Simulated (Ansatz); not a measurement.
C in space group P6_3/mmc (No. 194; C on 6h) at seven volumes, the program Ansatz at the PBEsol level (PAW), shape and atoms relaxed at each. One row is withheld.

| V (Å³/atom) | P (GPa) |
|---|---|
| 6.511 | 36.34 |
| 6.725 | 22.53 |
| 6.940 | 10.49 |
| 7.155 | 0.00 |
| 7.369 | -9.14 |
| 7.584 | ? |
| 7.798 | -24.04 |

Task: Fit the shown pressures and predict the withheld one.

Result: Third-order Birch–Murnaghan: P = (3/2)B₀(x^(7/2) − x^(5/2))[1 + (3/4)(B′ − 4)(x − 1)] with x = (V₀/V)^(2/3). Least squares on the six rows gives V₀ = 7.155 Å³/atom, B₀ = 325.9 GPa, B′ = 3.58. At V = 7.584, x = 0.9619 and P = -17.09 GPa. The run itself gave -17.11 GPa.

The start of the workflow was typed in or built on a structure type. Its sites differ from those of the usual phase in this space group: another stacking or structure type. The cell was relaxed with PBEsol under the symmetry of its start; whether a distortion lowers the energy is not shown.

Potentials: the earlier of the program's two PAW sets. The files were generated under PBE; for other functionals the program regenerates the frozen cores, and for LDA and PBEsol the local potential too.
